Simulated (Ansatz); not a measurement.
A geometry of PtSe2 away from equilibrium: step 2 of the relaxation of a relaxed PtSe2 cell, doubled along one cell vector, shaken by Gaussian noise of σ = 0.08 Å a coordinate. Method: r2SCAN (plane waves to 500 eV, PAW, scalar-relativistic; Ansatz, a first-principles code). Γ-centred k-mesh 7×7×1 on the run's cell (coarser than for final values), Fermi–Dirac smearing 0.05 eV.

```yaml
crystal:
  lattice:
    - [3.70454, 0.00250, 0.00126]
    - [-1.85010, 3.19641, 0.03026]
    - [0.00792, 0.22505, 23.23421]
  atoms:
    - { symbol: Se, position: [0.30989, 0.63988, 0.47223] }
    - { symbol: Se, position: [0.33211, 0.64034, 0.97374] }
    - { symbol: Se, position: [0.66972, 0.33789, 0.21958] }
    - { symbol: Se, position: [0.67106, 0.33441, 0.71975] }
    - { symbol: Se, position: [0.01663, 0.01442, 0.10787] }
    - { symbol: Se, position: [0.01462, 0.02537, 0.60911] }
    - { symbol: Se, position: [0.99089, 0.98651, 0.35884] }
    - { symbol: Se, position: [0.00839, 0.99610, 0.86407] }
    - { symbol: Pt, position: [0.34273, 0.67879, 0.16508] }
    - { symbol: Pt, position: [0.33902, 0.67669, 0.66337] }
    - { symbol: Pt, position: [0.65439, 0.31506, 0.41489] }
    - { symbol: Pt, position: [0.66447, 0.31096, 0.91814] }
```

Predict the force on each atom, in eV/Å.


```tsv
atom	Fx	Fy	Fz
Se1	0.20	0.03	-0.11
Se2	-0.11	-0.08	0.39
Se3	0.11	0.00	0.58
Se4	-0.10	0.07	0.25
Se5	-0.20	0.11	-0.01
Se6	-0.04	-0.29	-0.68
Se7	-0.02	0.13	-0.20
Se8	-0.02	-0.28	-0.81
Pt9	0.09	-0.14	-0.53
Pt10	0.13	0.20	0.47
Pt11	-0.18	-0.12	0.28
Pt12	0.13	0.38	0.37
```

What is the pressure?

+2.5 GPa, compression positive.

How much energy per atom can still be gained by relaxing?

0.01 eV/atom; the path ends in P6₃mc (No. 186).

No spin polarisation in the result. No dispersion correction is included, so spacings between layers, chains or molecules are soft and tend to come out too large.

The end of the path is a generated cell of PtSe2: the first start was made by placing the elements on the sites of a structure type, and the end was not matched to a known phase here, so it may be hypothetical. Known forms of PtSe2 include space group No. 164.
